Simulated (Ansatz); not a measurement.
C (diamond, Fd-3m), a = b = c = 3.5569 Å, α = β = γ = 90.00°; the cell used has 2 atoms.

Relaxed with PBE+D3(BJ).

Q: Which orbitals make up the states near the band edges in PBE+D3(BJ) in the plane-wave PAW code Ansatz?

A: Top 1 eV of the valence band: C 2p 98 %. Bottom 1 eV of the conduction band: C 2p 53 %, C 2s 39 %, outside the projected shells 9 %. Projections are on Löwdin-orthogonalised atomic valence shells; empty p or d shells of many metals are not among them.

Q: Tabulate the density of states.

A: States/eV per cell of 2 atoms, in 0.25 eV bins, energy from the valence-band maximum.

```tsv
E (eV)	total	C 2p	C 2s
-7.85	0.52	0.44	0.07
-7.60	0.53	0.46	0.07
-7.35	0.55	0.48	0.07
-7.10	0.58	0.51	0.06
-6.85	0.61	0.55	0.06
-6.60	0.67	0.60	0.06
-6.35	0.78	0.72	0.06
-6.10	0.78	0.73	0.05
-5.85	0.77	0.72	0.05
-5.60	0.76	0.71	0.05
-5.35	0.74	0.70	0.04
-5.10	0.73	0.68	0.04
-4.85	0.72	0.68	0.04
-4.60	0.71	0.67	0.03
-4.35	0.69	0.66	0.03
-4.10	0.68	0.65	0.03
-3.85	0.67	0.64	0.02
-3.60	0.66	0.64	0.02
-3.35	0.65	0.63	0.02
-3.10	0.63	0.62	0.02
-2.85	0.57	0.56	0.01
-2.60	0.44	0.43	0.01
-2.35	0.37	0.36	0.01
-2.10	0.32	0.31	0.01
-1.85	0.27	0.26	0.01
-1.60	0.23	0.23	0.01
-1.35	0.20	0.20	0.00
-1.10	0.17	0.16	0.00
-0.85	0.13	0.13	0.00
-0.60	0.11	0.10	0.00
-0.35	0.07	0.07	0.00
-0.10	0.02	0.02	0.00
0.15	0.00	0.00	0.00
0.40	0.00	0.00	0.00
0.65	0.00	0.00	0.00
0.90	0.00	0.00	0.00
1.15	0.00	0.00	0.00
1.40	0.00	0.00	0.00
1.65	0.00	0.00	0.00
1.90	0.00	0.00	0.00
2.15	0.00	0.00	0.00
2.40	0.00	0.00	0.00
2.65	0.00	0.00	0.00
2.90	0.00	0.00	0.00
3.15	0.00	0.00	0.00
3.40	0.00	0.00	0.00
3.65	0.00	0.00	0.00
3.90	0.00	0.00	0.00
4.15	0.01	0.00	0.00
4.40	0.08	0.04	0.03
4.65	0.14	0.07	0.06
4.90	0.21	0.11	0.08
5.15	0.27	0.15	0.10
5.40	0.33	0.19	0.11
5.65	0.41	0.25	0.12
5.90	0.45	0.29	0.12
6.15	0.49	0.32	0.12
6.40	0.53	0.34	0.12
6.65	0.56	0.37	0.12
6.90	0.60	0.41	0.12
7.15	0.65	0.44	0.12
7.40	0.70	0.49	0.12
7.65	0.77	0.55	0.13
7.90	0.89	0.64	0.13
8.15	1.13	0.83	0.14
8.40	1.04	0.77	0.13
8.65	0.80	0.57	0.13
8.90	0.95	0.65	0.18
```

The PBE+D3(BJ) relaxation kept the symmetry of its start.

Potentials: the later of the program's two PAW sets.
